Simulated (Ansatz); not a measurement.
# Calculation log, Be (P6_3/mmc) (phonons)

Computed with PBEsol, PAW on Ansatz 0.2.0's default frozen-core files (fitted under PBE), scalar-relativistic; not a measurement.

The cell comes from a PAW relaxation under the same functional.

Launched as:

```sh
ansatz run input.yaml --threads 1 --pin off --max-ram 3072MiB --backend cpu --events-out ev --progress --plain --runs-dir out
```

Input:

```yaml
crystal:
  lattice:
    - [2.25808170869, 0.0, 0.0]
    - [-1.12904085435, 1.95555612354, 0.0]
    - [0.0, 0.0, 3.55027581133]
  atoms:
    - { symbol: Be, position: [0.333333333333, 0.666666666667, 0.25] }
    - { symbol: Be, position: [0.666666666667, 0.333333333333, 0.75] }
kpoints:
  mp_grid: { grid: [16, 16, 10] }
scf:
  occupations: { method: fermi_dirac, width: 0.05 }
hamiltonian:
  xc: pbesol
  pseudopotentials: { kind: paw }
phonons:
  qmesh: [2, 2, 2]
  qpath:
    path:
      - [0.0, 0.0, 0.0]
      - [0.5, 0.0, 0.0]
      - [0.3333333333, 0.3333333333, 0.0]
      - [0.0, 0.0, 0.0]
      - [0.0, 0.0, 0.5]
      - [0.5, 0.0, 0.5]
      - [0.3333333333, 0.3333333333, 0.5]
      - [0.0, 0.0, 0.5]
      - [0.5, 0.0, 0.5]
    npoints: 6
  temperatures: { t_min: 0, t_max: 1000, t_step: 100 }
```

Output:

```
Warning: RAYON_NUM_THREADS=1 ignored (pool sized by the plan → 1); use --threads N
Engine: ansatz 0.2.0, x86_64-unknown-linux-gnu
Pseudopotentials: kind: paw
Pseudopotential: Be, paw, valence charge 2, recommended cutoff 420 eV (normal), Be.paw.azcp
Functional definition: PBEsol
  exchange = pbesol_x
  correlation = pbesol_c
Crystal: 8 atoms, lattice volume = 62.709 Å³
Basis set: ecut = 420 eV, 1217 PW (Γ), FFT grids on a1, a1+a2, a3, exchange–correlation on 32×54×96 points (8 copies of the dense FFT grid, shifted against one another)
Bands: 14, of which v1, the nominal top of the filled ones, is band 8 counted from 1 (7 counted from 0)
Symmetry: 32 space group operations
k-points: 123 of 640
Non-local potential: Be, projectors of the file, l = 0: 2, l = 1: 2, l = 2: 1
PAW form: soft (Blöchl's): semilocal exchange-correlation on the pseudo side does not see the compensation charge
PAW frozen core: Be, regenerated for the run's functional, and the local potential with it (the file was generated under x = pbe(κ = 0.804, μ = 0.2195149727645171), c = pbe(β = 0.06672455060314922))
PAW one-centre angular grid: Be, 110 points (default); XC on 64 Gauss nodes
Initial density: handed on by an earlier stage of this run
Initial wavefunctions: those handed on with the density
Functional: x = pbesol(κ = 0.804, μ = 0.12345679012345678), c = pbesol(β = 0.046)
SCF iter   1: F=—  HF=-722.821936 eV  |F-HF|=—  |Δ(HF+E_count)|=         —  Δρ=1.27e-8  dr2=6.06e-14  ethr=3.91e-12  ⟨swp⟩=4.2  Hψ=7791  notcnv=0
preconditioner: auto → none  [insulator: Δε(μ)=0.322 eV  Ē_g=8.744 eV  σ=0.050 eV  W_gap=0.54  n_scr=10 (ndim 8)  ℏωp=18.8 eV  f_vac=0.000  D(μ)=0.46/eV (n_scr^D=2)  ε∞_Penn≈5.6]
SCF iter   2: F=-722.821936 eV  HF=-722.821936 eV  |F-HF|=2.27e-13  |Δ(HF+E_count)|=  1.14e-13  Δρ=6.11e-9  dr2=1.29e-14  ethr=1.00e-12  ⟨swp⟩=2.0  Hψ=3176  notcnv=0
SCF 1 converged in 2 iterations: F = -722.821936 eV  dr2 = 1.29e-14
  greatest PAW one-centre occupation: 0.362 electrons in one spin orbital (limit 2), on the Be atom at site 7 (counted from 0), in its partial waves of l = 0
Symmetry: 2 space group operations
k-points: 198 of 640 (time reversal used)
iter 1 solved again at ethr=1.05e-8 eV; its pass at ethr=3.10e-3 eV (dr2=1.68e-6 eV) is discarded
SCF iter   1: F=—  HF=-722.821758 eV  |F-HF|=—  |Δ(HF+E_count)|=         —  Δρ=5.95e-5  dr2=2.04e-6  ethr=1.05e-8  ⟨swp⟩=2.2  Hψ=16206  notcnv=0  defer=23
preconditioner: auto → none  [insulator: Δε(μ)=0.320 eV  Ē_g=8.744 eV  σ=0.050 eV  W_gap=0.53  n_scr=10 (ndim 8)  ℏωp=18.8 eV  f_vac=0.000  D(μ)=0.46/eV (n_scr^D=2)  ε∞_Penn≈5.6]
SCF iter   2: F=—  HF=-722.821917 eV  |F-HF|=—  |Δ(HF+E_count)|=   1.59e-4  Δρ=2.48e-5  dr2=3.25e-7  ethr=1.05e-8  ⟨swp⟩=2.0  Hψ=4117  notcnv=0  defer=23
SCF iter   3: F=—  HF=-722.821917 eV  |F-HF|=—  |Δ(HF+E_count)|=   6.12e-8  Δρ=1.90e-6  dr2=2.52e-9  ethr=2.03e-9  ⟨swp⟩=2.0  Hψ=3902  notcnv=0  defer=23
SCF iter   4: F=—  HF=-722.821917 eV  |F-HF|=—  |Δ(HF+E_count)|=  7.00e-11  Δρ=8.83e-7  dr2=1.64e-9  ethr=1.58e-11  ⟨swp⟩=2.1  Hψ=3788  notcnv=0  defer=23
[... 17 lines left out ...]
SCF 3 converged in 9 iterations: F = -722.821909 eV  dr2 = 8.90e-13
  greatest PAW one-centre occupation: 0.362 electrons in one spin orbital (limit 2), on the Be atom at site 5 (counted from 0), in its partial waves of l = 0
iter 1 solved again at ethr=1.19e-11 eV; its pass at ethr=3.10e-3 eV (dr2=1.91e-9 eV) is discarded
SCF iter   1: F=—  HF=-722.821750 eV  |F-HF|=—  |Δ(HF+E_count)|=         —  Δρ=2.37e-6  dr2=2.19e-9  ethr=1.19e-11  ⟨swp⟩=2.0  Hψ=15119  notcnv=0  defer=19
preconditioner: auto → none  [insulator: Δε(μ)=0.321 eV  Ē_g=8.744 eV  σ=0.050 eV  W_gap=0.53  n_scr=10 (ndim 8)  ℏωp=18.8 eV  f_vac=0.000  D(μ)=0.46/eV (n_scr^D=2)  ε∞_Penn≈5.6]
SCF iter   2: F=—  HF=-722.821909 eV  |F-HF|=—  |Δ(HF+E_count)|=   1.59e-4  Δρ=1.23e-6  dr2=8.35e-10  ethr=1.19e-11  ⟨swp⟩=3.1  Hψ=5334  notcnv=0  defer=19
SCF iter   3: F=—  HF=-722.821909 eV  |F-HF|=—  |Δ(HF+E_count)|=  9.96e-11  Δρ=7.62e-7  dr2=1.86e-10  ethr=5.22e-12  ⟨swp⟩=1.9  Hψ=3149  notcnv=0  defer=19
SCF iter   4: F=—  HF=-722.821909 eV  |F-HF|=—  |Δ(HF+E_count)|=  3.63e-11  Δρ=3.44e-7  dr2=6.55e-11  ethr=1.16e-12  ⟨swp⟩=1.2  Hψ=2510  notcnv=0  defer=19
SCF iter   5: F=—  HF=-722.821909 eV  |F-HF|=—  |Δ(HF+E_count)|=  2.21e-11  Δρ=2.04e-7  dr2=1.27e-10  ethr=1.00e-12  ⟨swp⟩=2.0  Hψ=2900  notcnv=0  defer=19
SCF iter   6: F=-722.821909 eV  HF=-722.821909 eV  |F-HF|=4.55e-13  |Δ(HF+E_count)|=  1.90e-11  Δρ=7.94e-8  dr2=1.56e-12  ethr=1.00e-12  ⟨swp⟩=3.8  Hψ=9235  notcnv=0
SCF 4 converged in 6 iterations: F = -722.821909 eV  dr2 = 1.56e-12
  greatest PAW one-centre occupation: 0.362 electrons in one spin orbital (limit 2), on the Be atom at site 3 (counted from 0), in its partial waves of l = 0
SCF converged after 2 iterations
Free energy (F): -722.821936 eV
Harris-Foulkes:  -722.821936 eV  (|F-HF|=2.27e-13)
Internal energy: -722.818408 eV  (E = F + TS)
E sigma→0 (E₀):  -722.820172 eV
Entropy (-TS):   -0.003529 eV (-0.441 meV/atom)
Fermi energy:    8.129987 eV
--- Per-component energies (eV) ---
  E_band       = 49.595287
  E_kinetic    = 169.435899
  E_local      = 22.761551  (includes V_loc(G=0)·N_el)
  E_nonlocal   = 35.493430
  E_hartree    = 0.329645
  E_xc         = -158.100326
  E_vxc        = -167.787715  (∫ρ·V_xc dr)
  E_paw        = -457.909272  (= ΣΔE_a)
  E_vpaw       = -10.967162  (= ΣTr[D̂ρ^β])
  E_aug_tail   = -0.000005  (compensation charges beyond the density's cutoff)
  E_ewald      = -334.905580
  E_core_change = 0.076251  (= ΣΔE_core)
  E_smearing   = -0.003529  (= −TS)
  E_closure    = 0.000000  (closes the sum)
  Σ components = -722.821936   (vs F -722.821936, Δ=0.00e0)
--- Forces (eV/Å), atoms counted from 1 ---
  atom   1  Be     0.00000000    -0.00000012    -0.00000000
  atom   2  Be    -0.00000000     0.00000012     0.00000000
  atom   3  Be     0.00000000    -0.00000012    -0.00000000
  atom   4  Be    -0.00000000     0.00000012     0.00000000
  atom   5  Be     0.00000000    -0.00000012    -0.00000000
  atom   6  Be    -0.00000000     0.00000012     0.00000000
  atom   7  Be     0.00000000    -0.00000012    -0.00000000
  atom   8  Be    -0.00000000     0.00000012     0.00000000
  max |Σ_I F_I| component: 1.39e-17 eV/Å
--- Phonons: 3 displaced members + reference (amplitude 0.0025 Å, Σ member SCF iterations 23) ---
  symmetry images taken by strict's conditions (phonons.symmetry_images: auto; settled by no image being taken that strict refuses)
  ASR residual: 2.013e-4 → 0.000e0 eV/Å²; symmetrization residual: 7.677e-5 eV/Å²
  largest component of a force at the reference: 1.2e-7 eV/Å
  ASR residual per site (eV/Å²): 2.01e-4 2.01e-4
  Γ frequencies (cm⁻¹): 0.00 0.00 0.00 472.50 472.50 701.53
--- Phonons (by wavevector): 4 wavevectors in 1 supercell ---
  supercell 1 (4 cells, vectors [1, 0, 0], [0, 2, 0], [0, 0, 2] in multiples of the cell's): 3 displaced members by 0.0025 Å; free energy -722.821936 eV; taken off its force constants: by the sum rule 2.0e-4, by the ...
  q = [0.0000, 0.0000, 0.0000] (star 1, supercell 1; hermiticity 1.19e-17, symmetrization 1.48e-6): -0.00 0.00 0.00 472.50 472.50 701.53
  q = [0.0000, 0.0000, -0.5000] (star 1, supercell 1; hermiticity 1.07e-16, symmetrization 3.29e-5): 364.83 364.83 364.83 364.83 513.39 513.39
  q = [0.0000, -0.5000, 0.0000] (star 3, supercell 1; hermiticity 1.16e-16, symmetrization 7.64e-16): 406.21 436.68 582.86 594.74 605.68 621.18
  q = [0.0000, -0.5000, -0.5000] (star 3, supercell 1; hermiticity 1.00e-16, symmetrization 7.64e-16): 497.05 497.05 520.68 520.68 661.96 661.96
  joined force constants: q→R imaginary residual 7.44e-18
  density of states and harmonic sums: on the 32×32×18 q-mesh, interpolated from the force constants of a 2×2×2 supercell (no non-analytic term)
  largest difference from the sums on the solved wave vectors: F 3.63e-2 eV, S 6.86e-5 and C_V 3.23e-5 eV/K
```

The calculation finished and met its thresholds.

Zone-centre phonons:

Harmonic phonons of a crystal by Kohn-Sham DFT at the given cell, standard atomic masses, acoustic sum rule imposed; negative wavenumbers are unstable modes; optical zone-centre levels upwards with Mulliken labels, activity, and the element with most of the kinetic energy.

| Quantity | Value |
| --- | --- |
| Point group | 6/mmm |

```
number  phonon wavenumber (cm⁻¹)  label  infrared  raman  lead element
     1                     472.5    E2g        no    yes            Be
     2                     701.5    B1g        no     no            Be
```

Harmonic thermodynamics:

Sums over wave vectors interpolated from the q mesh.

```
Zero point energy : 95.17 meV/atom
```

```
temperature (K)  phonon heat capacity (k_B/atom)  phonon entropy (k_B/atom)  phonon free energy (meV/atom)
            100                           0.1913                    0.05403                          95.07
            200                            1.122                     0.4571                          93.14
            300                            1.856                      1.064                          86.62
            400                            2.267                       1.66                          74.84
            500                            2.499                      2.193                          58.19
            600                            2.639                      2.662                          37.23
            700                            2.729                      3.076                          12.47
            800                            2.789                      3.445                         -15.66
            900                            2.832                      3.776                         -46.79
           1000                            2.863                      4.076                         -80.64
```

**Phonons on the q mesh**

One row a degenerate set, branches counted upwards.

```
Unstable phonons : no
```

```csv
point,q a (r.l.u.),q b (r.l.u.),q c (r.l.u.),branch,phonon wavenumber (cm⁻¹),degeneracy
Gamma,0,0,0,4,472.5,2
Gamma,0,0,0,6,701.5,1
M,0.5,0,0,1,406.2,1
M,0.5,0,0,2,436.7,1
M,0.5,0,0,3,582.9,1
M,0.5,0,0,4,594.7,1
M,0.5,0,0,5,605.7,1
M,0.5,0,0,6,621.2,1
A,0,0,0.5,1,364.8,4
A,0,0,0.5,5,513.4,2
L,0.5,0,0.5,1,497,2
L,0.5,0,0.5,3,520.7,2
L,0.5,0,0.5,5,662,2
```

Limits of these numbers: frozen-core PAW files fitted under PBE, their cores solved anew for the functional of the run; responses of metals move with mesh and smearing; activity by symmetry alone, a metal screens infrared modes; coarse q mesh.

It took 43 s on 1 thread of AMD EPYC 7R32 (Zen 2), with other jobs on the host, peak memory 0.6 GiB.
